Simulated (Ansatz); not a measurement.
**Data sheet: SiC (DFT)**

SiC:
```xyz
16
Lattice="3.0955 0.0000 0.0000 -1.5478 2.6808 0.0000 0.0000 0.0000 20.2437" Properties=species:S:1:pos:R:3 pbc="T T T"
Si     0.0000     1.7872     5.0631
Si     1.5478     0.8936    15.1849
C      0.0000     1.7872    19.6145
C      1.5478     0.8936     9.4926
C      0.0000     0.0000     1.9001
C      0.0000     0.0000    12.0219
C      0.0000     1.7872     6.9662
C      1.5478     0.8936    17.0880
C      0.0000     1.7872    14.5498
C      1.5478     0.8936     4.4280
Si     0.0000     1.7872    12.6522
Si     1.5478     0.8936     2.5304
Si     0.0000     0.0000     0.0019
Si     0.0000     0.0000    10.1237
Si     0.0000     1.7872    17.7169
Si     1.5478     0.8936     7.5950
```

Space group P6_3mc (No. 186); conventional cell a = b = 3.096 Å, c = 20.244 Å, α = β = 90.00°, γ = 120.00°.

Method: the program Ansatz at the PBE level (PAW). The cell and atoms are relaxed at this level. Other levels are named where they apply.

**Cell and energy**

| Property | Value |
|---|---|
| Volume per atom | 10.50 Å³ |
| Density | 3.17 g/cm³ |
| Formation energy from the elements (no fitted shifts) | -0.20 eV/atom |

**Electronic structure**

| Item | Value |
|---|---|
| Band gap | 1.78 eV (indirect) |
| Valence-band maximum | at Γ |
| Conduction-band minimum | at M (3 equivalent valleys) |
| Smallest direct gap on the standard path | 2.86 eV |
| Electron effective mass | 0.23, 0.52, 0.58 mₑ (principal values) |
| Weight of the conduction-edge state by species (Voronoi cells) | Si 61 %, C 39 % |
| Hole effective mass, band 1 of 2 at the edge | 3.7 along x, 1.6 along z (mₑ) |
| Hole effective mass, band 2 of 2 at the edge | 0.30 along x, 1.6 along z (mₑ) |
| Weight of the valence-edge state by species (Voronoi cells) | C 80 %, Si 20 % |
| HSE06 gap on the PBE cell | 2.66 eV |

**Mechanics**

| Item | Value |
|---|---|
| Bulk modulus (Birch–Murnaghan fit) | 213 GPa |
| Pressure derivative B′ | 3.9 |
| Elastic constants (relaxed ions, GPa) | C11 = 482, C12 = 106, C13 = 52.2, C33 = 532, C44 = 161 |
| Mechanical stability | stable (all eigenvalues of C positive) |
| Hill bulk and shear moduli | 213 and 186 GPa |
| Young's modulus | 432 GPa |
| Poisson's ratio | 0.16 |
| Debye temperature from the elastic constants | 1140 K |
| Piezoelectric stress constants (proper, relaxed ions, C/m²) | e15 = e24 = 0.02 |

**Dielectric response**

| Item | Result |
|---|---|
| Electronic dielectric constant ε∞ (DFPT) | 7.03 (xx = yy), 7.23 (zz) |
| Static dielectric constant ε0 (ions relaxed, cell fixed) | 10.4 (xx = yy), 10.8 (zz) |
| Born charges (a third of the trace) | Si +2.64 to +2.74, C -2.73 to -2.69 e |
| Largest static χ(2) component | 30 pm/V |

**Phonons**

| Property | Result |
|---|---|
| Highest zone-centre frequency (without LO–TO term) | 27.88 THz |
| Zone-centre stability | no imaginary mode at Γ |
| Dynamical stability on the path | stable (no imaginary branch) |
| Zero-point energy | 108.1 meV/atom |
| Vibrational entropy at 300 K | 8.7 J/(K·mol of atoms) |

**Charges**

| Quantity | Result |
|---|---|
| Bader charges | Si +2.75 to +2.76, C -2.76 to -2.75 e |

The workflow started from an entry of the Crystallography Open Database (COD). Its sites differ from those of the usual phase in this space group: another stacking or structure type. The PBE relaxation kept the symmetry of its start. The references are the lowest solids computed at this level, not always the standard phases.

Potentials: the later of the program's two PAW sets.
